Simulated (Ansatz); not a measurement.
## Relaxing K3Sc

These are results of DFT r2SCAN, scalar-relativistic, plane waves, PAW (Ansatz 0.2.0), not measurements. Cutoff 500 eV, Γ-centred k mesh, Gaussian smearing, no spin polarisation in the final step.

A relaxed cell is given with its space group left out.

```yaml
crystal:
  lattice:
    - [6.01549, 0.00000, 0.00000]
    - [0.00000, 6.01549, 0.00000]
    - [0.00000, 0.00000, 6.01549]
  atoms:
    - { symbol: K, position: [0.00000, 0.50000, 0.50000] }
    - { symbol: K, position: [0.50000, 0.00000, 0.50000] }
    - { symbol: K, position: [0.50000, 0.50000, 0.00000] }
    - { symbol: Sc, position: [0.00000, 0.00000, 0.00000] }
```

Task: What space group does it have?

Result: Pm-3m (No. 221). Conventional cell: a = 6.015 Å. Around K lie 4 Sc at 4.25 Å and 8 K at 4.25 Å; around Sc lie 12 K at 4.25 Å.

Task: Is it a metal?

Result: Yes, bands cross the Fermi level on the 8×8×8 mesh.

The final run used a 8×8×8 mesh on its 4-atom cell and 0.10 eV smearing. The cell came from a trial start, so K3Sc may not exist in this structure.

Cost: 3 runs of about 2 core-minutes in all, on Intel Xeon 6975P-C (Granite Rapids) (shared hosts).